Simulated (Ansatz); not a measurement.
One crystal and one scan (frozen-phonon scan) at two levels, PBE (plane waves to 420 eV, PAW, scalar-relativistic; Ansatz, a program for electronic structure) and r2SCAN (plane waves to 500 eV, PAW, scalar-relativistic; Ansatz), each from its own relaxed cell and on its own mesh.

The crystal is HfO2 (fluorite); a phonon pattern at L = (0.5, 0.0, 0.0) is frozen into a 6-atom cell, Q being the largest atomic displacement.

HfO2 is run without spin polarisation. HfO2 was relaxed with its symmetry unable to fall. Spin-orbit coupling is left out, though Hf is heavy. The PAW data are Ansatz's earlier set. This is a high-temperature form of HfO2. Both scans cover Q from -0.100 to 0.100 Å.

```
quantity                                                                                  run 1  run 2
----------------------------------------------------------------------------------------  -----  -----
Lattice constant a (Å)                                                                    5.059  5.098
Band gap of the relaxed cell, no spin-orbit coupling (eV)                                  4.30   3.75
Energy at Q = 0.100 Å (meV/cell)                                                          283.5  253.4
Harmonic wavenumber from the curvature (finite differences) (cm⁻¹ (negative: imaginary))    195    183
```

Q: Which run is which level?

A: Run 2 is PBE, run 1 is r2SCAN. PBE gives the higher value for: lattice constant a. PBE gives the lower value for: band gap of the relaxed cell, no spin-orbit coupling; energy at Q = 0.100 Å; harmonic wavenumber from the curvature. Both give the same space group of the distorted cell: R-3m (No. 166), lowered from Fm-3m.

(A displaced cell: forces are minus the slopes of the energy, force constants its curvatures, and phonons follow from these.)
